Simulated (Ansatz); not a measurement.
Here is the system:

BaTiO3:
Space group P4mm (No. 99); a = b = 3.973 Å, c = 4.112 Å, α = β = γ = 90.00°

```
atom  site  symmetry       x       y       z
----  ----  --------  ------  ------  ------
Ba      1b       4mm  0.5000  0.5000  0.5850
Ti      1a       4mm  0.0000  0.0000  0.1030
O       2c      2mm.  0.0000  0.5000  0.0629
O       1a       4mm  0.0000  0.0000  0.5461
```

This is the r²SCAN-relaxed structure.

Q: All from plane-wave PAW r²SCAN (Ansatz code), unless another level is named. Predict the bulk modulus (Birch–Murnaghan fit).

A: 111 GPa.

Q: Predict the highest zone-centre frequency (without LO–TO term).

A: 551 cm^-1.

The r²SCAN relaxation kept the symmetry of its start. At this level the phase is dynamically unstable (imaginary phonons). The run is not spin-polarised. Scalar-relativistic: spin–orbit coupling is off unless named, which matters more the heavier the elements.

Potentials: the earlier of the program's two PAW sets.
